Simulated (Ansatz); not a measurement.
InTe:
```yaml
crystal:
  lattice:
    - [0.00000, 3.04832, 3.04832]
    - [3.04832, 0.00000, 3.04832]
    - [3.04832, 3.04832, 0.00000]
  atoms:
    - { symbol: In, position: [0.00000, 0.00000, 0.00000] }
    - { symbol: Te, position: [0.50000, 0.50000, 0.50000] }
```

This is the LDA-relaxed structure.

Q: All from plane-wave PAW LDA (Ansatz code), unless another level is named. Estimate the electronic character.

A: metallic (no gap).

Q: Next, the formation energy from the elements (no fitted shifts)?

A: -0.29 eV/atom.

Q: Give the density of states at the Fermi level.

A: 0.45 states/eV per atom (mean over ±0.08 eV).

Space group Fm-3m (rock salt). The workflow started from a Materials Project entry (that database holds measured and hypothetical structures alike); the Crystallography Open Database files this formula in space group No. 225, but the cells were not matched. Whether it is the stable phase at ambient conditions was not checked. The cell was relaxed with LDA under the symmetry of its start; its stability against distortions is not shown here. With an odd number of electrons in the cell and no spin polarisation, the count alone makes it a metal. The references are the lowest solids computed at this level, not always the standard phases. Scalar-relativistic: spin–orbit coupling is off unless named, which matters more the heavier the elements.

Potentials: the later of the program's two PAW sets.
